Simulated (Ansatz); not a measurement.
## BaTiO$_{3}$: relaxation (Ansatz)

Input:

```yaml
crystal:
  lattice:
    - [3.97075596, 3.97075596, 0.0]
    - [3.97075596, -3.97075596, 0.0]
    - [0.0, 0.0, 3.98773137]
  atoms:
    - { symbol: Ba, position: [0.0, 0.0, 0.0] }
    - { symbol: Ba, position: [0.5, 0.5, 0.0] }
    - { symbol: Ti, position: [0.0, 0.5, 0.482] }
    - { symbol: Ti, position: [0.5, 0.0, 0.482] }
    - { symbol: O, position: [0.0, 0.5, 0.016] }
    - { symbol: O, position: [0.5, 0.0, 0.016] }
    - { symbol: O, position: [0.25, 0.25, 0.515] }
    - { symbol: O, position: [0.75, 0.75, 0.515] }
    - { symbol: O, position: [0.25, 0.75, 0.515] }
    - { symbol: O, position: [0.75, 0.25, 0.515] }
  symmetry: { tolerance: 0.0003 }
kpoints:
  mp_grid: { grid: [5, 5, 7], shift: [0, 0, 0] }
magnetization:
  spin_polarized: false
scf:
  occupations: { method: cold, width: 0.1275 }
  lower_state_search: "off"
hamiltonian:
  pseudopotentials: { kind: paw }
  xc: pbe
basis:
  ecutwfc: 420
  fft_grid_basis: typed
relax:
  max_steps: 40
  cell: { p_target: 0.0 }
output:
  forces: true
  stress: true
  eigenvalues: true
  bader: true
  populations: true
  elf: true
  write_potential: true
  volumetric_format: npy
  dos:
    e_range: [-12, 8]
    de: 0.05
    projected: { site_lists: { Ba: [Ba], O: [O], Ti: [Ti] } }
checkpoint:
  read: saved_state
```

Run with:

```bash
ansatz run input.yaml --threads 2 --pin off --max-ram 3584MiB --backend cpu --events-out ev --progress --plain --runs-dir out
```

Origin of the cell: a database entry, scaled a little.

The saved state is a converged single point of the same cell.

Steps («new basis» is an SCF on plane waves selected anew at the same cell):

```json
{"step": "1", "ΔF (meV/atom)": "0.0", "max force component (eV/Å)": "0.183", "P (GPa)": "6.67", "volume (Å³)": "125.75", "SCF iterations": "5", "step was": "accepted"}
{"step": "2", "ΔF (meV/atom)": "-6.7", "max force component (eV/Å)": "0.567", "P (GPa)": "-0.77", "volume (Å³)": "131.50", "SCF iterations": "6", "step was": "accepted"}
{"step": "3", "ΔF (meV/atom)": "-9.9", "max force component (eV/Å)": "0.223", "P (GPa)": "-0.47", "volume (Å³)": "131.10", "SCF iterations": "5", "step was": "accepted"}
{"step": "4", "ΔF (meV/atom)": "-10.6", "max force component (eV/Å)": "0.231", "P (GPa)": "-0.32", "volume (Å³)": "131.16", "SCF iterations": "4", "step was": "accepted"}
{"step": "5", "ΔF (meV/atom)": "-12.0", "max force component (eV/Å)": "0.256", "P (GPa)": "1.07", "volume (Å³)": "132.24", "SCF iterations": "6", "step was": "accepted"}
{"step": "6", "ΔF (meV/atom)": "-12.6", "max force component (eV/Å)": "0.102", "P (GPa)": "-0.17", "volume (Å³)": "132.31", "SCF iterations": "5", "step was": "accepted"}
{"step": "7", "ΔF (meV/atom)": "-12.6", "max force component (eV/Å)": "0.018", "P (GPa)": "0.01", "volume (Å³)": "132.42", "SCF iterations": "5", "step was": "accepted"}
{"step": "8", "ΔF (meV/atom)": "-12.6", "max force component (eV/Å)": "0.011", "P (GPa)": "-0.06", "volume (Å³)": "132.53", "SCF iterations": "5", "step was": "accepted"}
{"step": "9", "ΔF (meV/atom)": "-12.6", "max force component (eV/Å)": "0.001", "P (GPa)": "0.00", "volume (Å³)": "132.45", "SCF iterations": "4", "step was": "accepted"}
{"step": "10", "ΔF (meV/atom)": "-16.1", "max force component (eV/Å)": "0.001", "P (GPa)": "0.45", "volume (Å³)": "132.45", "SCF iterations": "7", "step was": "new basis"}
{"step": "11", "ΔF (meV/atom)": "-16.1", "max force component (eV/Å)": "0.010", "P (GPa)": "0.02", "volume (Å³)": "133.18", "SCF iterations": "4", "step was": "accepted"}
{"step": "12", "ΔF (meV/atom)": "-16.0", "max force component (eV/Å)": "0.016", "P (GPa)": "-0.08", "volume (Å³)": "133.58", "SCF iterations": "6", "step was": "accepted"}
{"step": "13", "ΔF (meV/atom)": "-16.1", "max force component (eV/Å)": "0.001", "P (GPa)": "0.00", "volume (Å³)": "133.39", "SCF iterations": "5", "step was": "accepted"}
{"step": "14", "ΔF (meV/atom)": "-16.4", "max force component (eV/Å)": "0.001", "P (GPa)": "0.02", "volume (Å³)": "133.39", "SCF iterations": "5", "step was": "new basis"}
{"step": "15", "ΔF (meV/atom)": "-16.4", "max force component (eV/Å)": "0.002", "P (GPa)": "0.00", "volume (Å³)": "133.47", "SCF iterations": "5", "step was": "accepted"}
{"step": "16", "ΔF (meV/atom)": "-16.4", "max force component (eV/Å)": "0.002", "P (GPa)": "0.00", "volume (Å³)": "133.47", "SCF iterations": "4", "step was": "new basis"}
```

Step 1, with forces in eV/Å:

```xyz
10
Lattice="3.971 3.971 0.000 3.971 -3.971 0.000 0.000 0.000 3.988" Properties=species:S:1:pos:R:3:forces:R:3 pbc="T T T" step=1
Ba    0.000    0.000    0.000    0.000    0.000   -0.083
Ba    3.971    0.000    0.000    0.000    0.000   -0.083
Ti    1.985   -1.985    1.922    0.000    0.000    0.169
Ti    1.985    1.985    1.922    0.000    0.000    0.169
O     1.985   -1.985    0.064    0.000    0.000    0.183
O     1.985    1.985    0.064    0.000    0.000    0.183
O     1.985    0.000    2.054    0.000    0.000   -0.135
O     5.956    0.000    2.054    0.000    0.000   -0.135
O     3.971   -1.985    2.054    0.000    0.000   -0.135
O     3.971    1.985    2.054    0.000    0.000   -0.135
```

Step 2, with forces in eV/Å:

```xyz
10
Lattice="4.022 4.022 0.000 4.022 -4.022 0.000 0.000 0.000 4.064" Properties=species:S:1:pos:R:3:forces:R:3 pbc="T T T" step=2
Ba    0.000    0.000   -0.056    0.000    0.000    0.328
Ba    4.022    0.000   -0.056    0.000    0.000    0.328
Ti    2.011   -2.011    1.989    0.000    0.000   -0.567
Ti    2.011    2.011    1.989    0.000    0.000   -0.567
O     2.011   -2.011    0.114    0.000    0.000   -0.019
O     2.011    2.011    0.114    0.000    0.000   -0.019
O     2.011    0.000    2.081    0.000    0.000    0.129
O     6.034    0.000    2.081    0.000    0.000    0.129
O     4.022   -2.011    2.081    0.000    0.000    0.129
O     4.022    2.011    2.081    0.000    0.000    0.129
```

Step 3, with forces in eV/Å:

```xyz
10
Lattice="4.016 4.016 0.000 4.016 -4.016 0.000 0.000 0.000 4.064" Properties=species:S:1:pos:R:3:forces:R:3 pbc="T T T" step=3
Ba    0.000    0.000   -0.003    0.000    0.000   -0.059
Ba    4.016    0.000   -0.003    0.000    0.000   -0.059
Ti    2.008   -2.008    1.964    0.000    0.000   -0.223
Ti    2.008    2.008    1.964    0.000    0.000   -0.223
O     2.008   -2.008    0.090    0.000    0.000    0.211
O     2.008    2.008    0.090    0.000    0.000    0.211
O     2.008    0.000    2.079    0.000    0.000    0.035
O     6.025    0.000    2.079    0.000    0.000    0.035
O     4.016   -2.008    2.079    0.000    0.000    0.035
O     4.016    2.008    2.079    0.000    0.000    0.035
```

Step 4, with forces in eV/Å:

```xyz
10
Lattice="4.011 4.011 0.000 4.011 -4.011 0.000 0.000 0.000 4.076" Properties=species:S:1:pos:R:3:forces:R:3 pbc="T T T" step=4
Ba    0.000    0.000   -0.008    0.000    0.000   -0.046
Ba    4.011    0.000   -0.008    0.000    0.000   -0.046
Ti    2.006   -2.006    1.965    0.000    0.000   -0.232
Ti    2.006    2.006    1.965    0.000    0.000   -0.232
O     2.006   -2.006    0.098    0.000    0.000    0.193
O     2.006    2.006    0.098    0.000    0.000    0.193
O     2.006    0.000    2.087    0.000    0.000    0.042
O     6.017    0.000    2.087    0.000    0.000    0.042
O     4.011   -2.006    2.087    0.000    0.000    0.042
O     4.011    2.006    2.087    0.000    0.000    0.042
```

Step 5, with forces in eV/Å:

```xyz
10
Lattice="3.979 3.979 0.000 3.979 -3.979 0.000 0.000 0.000 4.176" Properties=species:S:1:pos:R:3:forces:R:3 pbc="T T T" step=5
Ba    0.000    0.000   -0.049    0.000    0.000   -0.030
Ba    3.979    0.000   -0.049    0.000    0.000   -0.030
Ti    1.989   -1.989    1.957    0.000    0.000    0.231
Ti    1.989    1.989    1.957    0.000    0.000    0.231
O     1.989   -1.989    0.159    0.000    0.000   -0.256
O     1.989    1.989    0.159    0.000    0.000   -0.256
O     1.989    0.000    2.157    0.000    0.000    0.028
O     5.968    0.000    2.157    0.000    0.000    0.028
O     3.979   -1.989    2.157    0.000    0.000    0.028
O     3.979    1.989    2.157    0.000    0.000    0.028
```

Step 6, with forces in eV/Å:

```xyz
10
Lattice="3.993 3.993 0.000 3.993 -3.993 0.000 0.000 0.000 4.149" Properties=species:S:1:pos:R:3:forces:R:3 pbc="T T T" step=6
Ba    0.000    0.000   -0.041    0.000    0.000    0.007
Ba    3.993    0.000   -0.041    0.000    0.000    0.007
Ti    1.997   -1.997    1.965    0.000    0.000   -0.102
Ti    1.997    1.997    1.965    0.000    0.000   -0.102
O     1.997   -1.997    0.136    0.000    0.000    0.071
O     1.997    1.997    0.136    0.000    0.000    0.071
O     1.997    0.000    2.140    0.000    0.000    0.012
O     5.990    0.000    2.140    0.000    0.000    0.012
O     3.993   -1.997    2.140    0.000    0.000    0.012
O     3.993    1.997    2.140    0.000    0.000    0.012
```

Step 7, with forces in eV/Å:

```xyz
10
Lattice="3.993 3.993 0.000 3.993 -3.993 0.000 0.000 0.000 4.154" Properties=species:S:1:pos:R:3:forces:R:3 pbc="T T T" step=7
Ba    0.000    0.000   -0.045    0.000    0.000   -0.002
Ba    3.993    0.000   -0.045    0.000    0.000   -0.002
Ti    1.996   -1.996    1.959    0.000    0.000    0.018
Ti    1.996    1.996    1.959    0.000    0.000    0.018
O     1.996   -1.996    0.142    0.000    0.000   -0.003
O     1.996    1.996    0.142    0.000    0.000   -0.003
O     1.996    0.000    2.145    0.000    0.000   -0.007
O     5.989    0.000    2.145    0.000    0.000   -0.007
O     3.993   -1.996    2.145    0.000    0.000   -0.007
O     3.993    1.996    2.145    0.000    0.000   -0.007
```

Step 10, with forces in eV/Å:

```xyz
10
Lattice="3.991 3.991 0.000 3.991 -3.991 0.000 0.000 0.000 4.158" Properties=species:S:1:pos:R:3:forces:R:3 pbc="T T T" step=10
Ba    0.000    0.000   -0.045    0.000    0.000    0.000
Ba    3.991    0.000   -0.045    0.000    0.000    0.000
Ti    1.996   -1.996    1.961    0.000    0.000    0.000
Ti    1.996    1.996    1.961    0.000    0.000    0.000
O     1.996   -1.996    0.143    0.000    0.000    0.001
O     1.996    1.996    0.143    0.000    0.000    0.001
O     1.996    0.000    2.147    0.000    0.000   -0.001
O     5.987    0.000    2.147    0.000    0.000   -0.001
O     3.991   -1.996    2.147    0.000    0.000   -0.001
O     3.991    1.996    2.147    0.000    0.000   -0.001
```

Step 12, with forces in eV/Å:

```xyz
10
Lattice="3.986 3.986 0.000 3.986 -3.986 0.000 0.000 0.000 4.204" Properties=species:S:1:pos:R:3:forces:R:3 pbc="T T T" step=12
Ba    0.000    0.000   -0.061    0.000    0.000    0.016
Ba    3.986    0.000   -0.061    0.000    0.000    0.016
Ti    1.993   -1.993    1.972    0.000    0.000   -0.013
Ti    1.993    1.993    1.972    0.000    0.000   -0.013
O     1.993   -1.993    0.161    0.000    0.000   -0.006
O     1.993    1.993    0.161    0.000    0.000   -0.006
O     1.993    0.000    2.176    0.000    0.000    0.002
O     5.978    0.000    2.176    0.000    0.000    0.002
O     3.986   -1.993    2.176    0.000    0.000    0.002
O     3.986    1.993    2.176    0.000    0.000    0.002
```

Step 16, with forces in eV/Å:

```xyz
10
Lattice="3.985 3.985 0.000 3.985 -3.985 0.000 0.000 0.000 4.202" Properties=species:S:1:pos:R:3:forces:R:3 pbc="T T T" step=16
Ba    0.000    0.000   -0.057    0.000    0.000    0.000
Ba    3.985    0.000   -0.057    0.000    0.000    0.000
Ti    1.993   -1.993    1.971    0.000    0.000   -0.002
Ti    1.993    1.993    1.971    0.000    0.000   -0.002
O     1.993   -1.993    0.159    0.000    0.000    0.001
O     1.993    1.993    0.159    0.000    0.000    0.001
O     1.993    0.000    2.174    0.000    0.000    0.000
O     5.978    0.000    2.174    0.000    0.000    0.000
O     3.985   -1.993    2.174    0.000    0.000    0.000
O     3.985    1.993    2.174    0.000    0.000    0.000
```

| Property | Result |
| --- | --- |
| Free energy lowered by | 16.4 meV/atom |
| Volume change | 6.14 % |
| Final pressure | 0.00 GPa |
| Relaxation steps listed | 16 |
| Formation energy (elements under the same functional, gases as molecules, uncorrected) | -3.102 eV/atom |
| Gap on the mesh | 1.85 eV |

Caveats: the relaxation held the start's symmetry, so the end may be a saddle point.

Time: 3.6 min on 2 threads of Arm Neoverse V1, on a shared host, peak memory 0.48 GiB, from a saved density.
